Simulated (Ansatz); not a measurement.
CoPtO$_{2}$ in space group R-3m (No. 166; Co on 3b, Pt on 3a, O on 6c), LDA in the plane-wave PAW code Ansatz, all energies at zero smearing, with the estimated change up to a 700 eV cutoff added, with one set of potentials and settings (totals compare only within such a set). Cell of 4 atoms (1 Co, 1 Pt, 2 O): -18417.033 eV.

| element | reference phase | E (eV/atom) |
|---|---|---|
| Co | P6_3/mmc, 2 atoms in the cell, spin-polarised | -5062.7718 |
| Pt | Fm-3m, 1 atoms in the cell | -12244.9860 |
| O | C2/m, 4 atoms in the cell, spin-polarised | -552.6518 |

Formation energy per atom, worked out: (-18417.033 − 1×(-5062.7718) − 1×(-12244.9860) − 2×(-552.6518))/4 = -0.993 eV/atom (-96 kJ per mol of atoms), at 0 K, without zero-point energy or fitted corrections.

The LDA relaxation kept the symmetry of its start; of distortions, only those at the zone centre were tested. No spin polarisation was allowed. No Hubbard U is applied. The references are the lowest solids computed at this level, not always the standard phases (solids in place of the gases). Spin–orbit coupling is left out wherever it is not named.

Potentials: the later of the program's two PAW sets.
